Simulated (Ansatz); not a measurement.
Input and command of a calculation in Ansatz (plane waves; scalar-relativistic PAW potentials unless the input names others):

```yaml
crystal:
  lattice:
    - [0.0, 4.7126951059, 4.7126951059]
    - [4.7126951059, 0.0, 4.7126951059]
    - [4.7126951059, 4.7126951059, 0.0]
  atoms:
    - { symbol: Cs, position: [0.75, 0.75, 0.75] }
    - { symbol: Cs, position: [0.25, 0.25, 0.25] }
    - { symbol: Tl, position: [0.0, 0.0, 0.0] }
    - { symbol: In, position: [0.5, 0.5, 0.5] }
    - { symbol: F, position: [0.7212853622, 0.2787146378, 0.2787146378] }
    - { symbol: F, position: [0.2787146378, 0.2787146378, 0.7212853622] }
    - { symbol: F, position: [0.2787146378, 0.7212853622, 0.7212853622] }
    - { symbol: F, position: [0.2787146378, 0.7212853622, 0.2787146378] }
    - { symbol: F, position: [0.7212853622, 0.2787146378, 0.7212853622] }
    - { symbol: F, position: [0.7212853622, 0.7212853622, 0.2787146378] }
basis:
  ecutwfc: 420
kpoints:
  mp_grid: { grid: [4, 4, 4] }
hamiltonian:
  xc: pbesol
scf:
  occupations: { method: gaussian, width: 0.05 }
  convergence: { dr2_threshold: 1.0e-20 }
  max_iter: 60
output:
  forces: true
  eigenvalues: true
  stress: true
```

```bash
ansatz run input.yaml --threads 2 --pin off --max-ram 5120MiB --backend cpu --events-out ev --progress --plain --runs-dir out
```

Abridged log:
```
Pseudopotentials: kind: paw
Pseudopotential: Cs, paw, valence charge 9, recommended cutoff 420 eV (normal)
Pseudopotential: Tl, paw, valence charge 13, recommended cutoff 420 eV (normal)
Pseudopotential: In, paw, valence charge 13, recommended cutoff 420 eV (normal)
Pseudopotential: F, paw, valence charge 7, recommended cutoff 420 eV (normal)
Functional definition: PBEsol
Crystal: 10 atoms, lattice volume = 209.333 Å³
Basis set: ecut = 420 eV, 4111 PW (Γ), exchange–correlation on 90×90×90 points (8 copies of the dense FFT grid, shifted against one another)
Bands: 53, of which v1, the nominal top of the filled ones, is band 43 counted from 1 (42 counted from 0)
Symmetry: 48 space group operations
Space group: Fm-3m (ITA 225), of the structure as read, at distance tolerance 5.9e-5 Å
k-points: 8 of 64
Initial density: superposition of atomic densities (neutral atoms: chi_scale 0, normalization atom), corrected by the library's trained network
Initial wavefunctions: pseudopotential atomic-orbital guess
Functional: x = pbesol(κ = 0.804, μ = 0.12345679), c = pbesol(β = 0.046)
SCF iter   1: F=—  HF=-32803.753144 eV  |F-HF|=—  |Δ(HF+E_count)|=         —  Δρ=1.15e-2  dr2=1.87e-1  ethr=1.77e-3  ⟨swp⟩=8.2  Hψ=1822  notcnv=0  defer=2
SCF iter   2: F=—  HF=-32803.703870 eV  |F-HF|=—  |Δ(HF+E_count)|=   4.93e-2  Δρ=2.95e-3  dr2=7.28e-3  ethr=2.17e-4  ⟨swp⟩=3.0  Hψ=871  notcnv=0  defer=36
SCF iter   3: F=—  HF=-32803.702261 eV  |F-HF|=—  |Δ(HF+E_count)|=   1.61e-3  Δρ=7.85e-4  dr2=9.11e-4  ethr=8.47e-6  ⟨swp⟩=2.1  Hψ=730  notcnv=0  defer=15
automatic band count: iteration 3 solves 50 bands in place of 53: the levels show a gap, and the empty bands left out lie too high to hold charge; the band table lists the bands solved (type scf.n_extra_bands for more)
SCF iter   4: F=—  HF=-32803.702434 eV  |F-HF|=—  |Δ(HF+E_count)|=   1.73e-4  Δρ=1.74e-4  dr2=5.17e-5  ethr=1.06e-6  ⟨swp⟩=2.0  Hψ=665  notcnv=0  defer=15
SCF iter   5: F=—  HF=-32803.702475 eV  |F-HF|=—  |Δ(HF+E_count)|=   4.07e-5  Δρ=2.45e-5  dr2=1.31e-6  ethr=6.01e-8  ⟨swp⟩=2.0  Hψ=585  notcnv=0  defer=15
SCF iter   6: F=—  HF=-32803.702348 eV  |F-HF|=—  |Δ(HF+E_count)|=   1.27e-4  Δρ=5.67e-6  dr2=5.10e-8  ethr=1.53e-9  ⟨swp⟩=2.0  Hψ=681  notcnv=0  defer=15
SCF iter   7: F=—  HF=-32803.702348 eV  |F-HF|=—  |Δ(HF+E_count)|=   7.87e-8  Δρ=1.32e-6  dr2=5.04e-9  ethr=5.93e-11  ⟨swp⟩=2.0  Hψ=665  notcnv=0  defer=15
SCF iter   8: F=—  HF=-32803.702348 eV  |F-HF|=—  |Δ(HF+E_count)|=   5.09e-9  Δρ=3.88e-7  dr2=3.51e-10  ethr=5.86e-12  ⟨swp⟩=2.0  Hψ=681  notcnv=0  defer=15
   ...
SCF iter  11: F=—  HF=-32803.702348 eV  |F-HF|=—  |Δ(HF+E_count)|=  7.28e-12  Δρ=4.49e-9  dr2=5.07e-14  ethr=1.14e-15 (applied; sched 1.00e-12)  ⟨swp⟩=2.0  Hψ=679  notcnv=0  defer=15
SCF iter  12: F=—  HF=-32803.702348 eV  |F-HF|=—  |Δ(HF+E_count)|=  1.46e-11  Δρ=3.07e-9  dr2=1.27e-14  ethr=5.90e-17 (applied; sched 1.00e-12)  ⟨swp⟩=2.0  Hψ=707  notcnv=0  defer=15
SCF iter  13: F=—  HF=-32803.702348 eV  |F-HF|=—  |Δ(HF+E_count)|=    0.00e0  Δρ=1.79e-9  dr2=4.05e-15  ethr=1.47e-17 (applied; sched 1.00e-12)  ⟨swp⟩=2.0  Hψ=733  notcnv=0  defer=15
SCF iter  14: F=—  HF=-32803.702348 eV  |F-HF|=—  |Δ(HF+E_count)|=  1.46e-11  Δρ=5.61e-10  dr2=4.29e-16  ethr=4.71e-18 (applied; sched 1.00e-12)  ⟨swp⟩=2.0  Hψ=532  notcnv=0  defer=15
SCF iter  15: F=—  HF=-32803.702348 eV  |F-HF|=—  |Δ(HF+E_count)|=  1.46e-11  Δρ=1.06e-10  dr2=1.54e-17  ethr=9.19e-19 (applied; sched 1.00e-12)  ⟨swp⟩=2.0  Hψ=558  notcnv=0  defer=15
SCF iter  16: F=—  HF=-32803.702348 eV  |F-HF|=—  |Δ(HF+E_count)|=    0.00e0  Δρ=1.34e-11  dr2=2.73e-19  ethr=9.19e-19 (applied; sched 1.00e-12)  ⟨swp⟩=1.0  Hψ=385  notcnv=0  defer=15
SCF iter  17: F=—  HF=-32803.702348 eV  |F-HF|=—  |Δ(HF+E_count)|=    0.00e0  Δρ=2.28e-12  dr2=1.12e-20  ethr=9.19e-19 (applied; sched 1.00e-12)  ⟨swp⟩=1.0  Hψ=385  notcnv=0  defer=15
SCF iter  18: F=-32803.702348 eV  HF=-32803.702348 eV  |F-HF|=0.00e0  |Δ(HF+E_count)|=  1.46e-11  Δρ=1.35e-12  dr2=2.59e-21  ethr=1.00e-12  ⟨swp⟩=6.4  Hψ=684  notcnv=0
SCF 1 converged in 18 iterations: F = -32803.702348 eV  dr2 = 2.59e-21
SCF converged after 18 iterations
Free energy (F): -32803.702348 eV
Harris-Foulkes:  -32803.702348 eV  (|F-HF|=0.00e0)
Internal energy: -32803.702348 eV  (E = F + TS)
E sigma→0 (E₀):  -32803.702348 eV
Fermi energy:    6.067837 eV
--- Forces (eV/Å), atoms counted from 1 ---
  atom   1  Cs     0.00000000     0.00000000     0.00000000
  atom   2  Cs     0.00000000     0.00000000     0.00000000
  atom   3  Tl     0.00000000     0.00000000     0.00000000
  atom   4  In     0.00000000     0.00000000     0.00000000
  atom   5  F      0.00122189     0.00000000     0.00000000
  atom   6  F      0.00000000     0.00000000     0.00122189
  atom   7  F     -0.00122189     0.00000000     0.00000000
  atom   8  F      0.00000000     0.00122189     0.00000000
  atom   9  F      0.00000000    -0.00122189     0.00000000
  atom  10  F      0.00000000     0.00000000    -0.00122189
--- Stress (GPa, compression-positive) ---
       -0.031514       0.000000       0.000000
        0.000000      -0.031514       0.000000
        0.000000       0.000000      -0.031514
  P = ⅓ Tr σ = -0.0315 GPa (-0.315 kbar)
```

One setting here is needlessly strict: a threshold far tighter than needed (scf.convergence.dr2_threshold: not typed → 1e-20). It leaves the result as it was and can only cost iterations: the run converged in 18 SCF iterations (reference: 6) with an energy at zero smearing within 0.01 meV/atom of the reference's, pressure -0.03 GPa, largest force 0.001 eV/Å, gap on the mesh 3.86 eV. A reference run from the same start on usual settings converged with pressure -0.03 GPa, largest force 0.001 eV/Å, gap on the mesh 3.86 eV.

The run took 6.7 s on 2 threads of Arm Neoverse V1, with other jobs on the host, peak memory 0.54 GiB.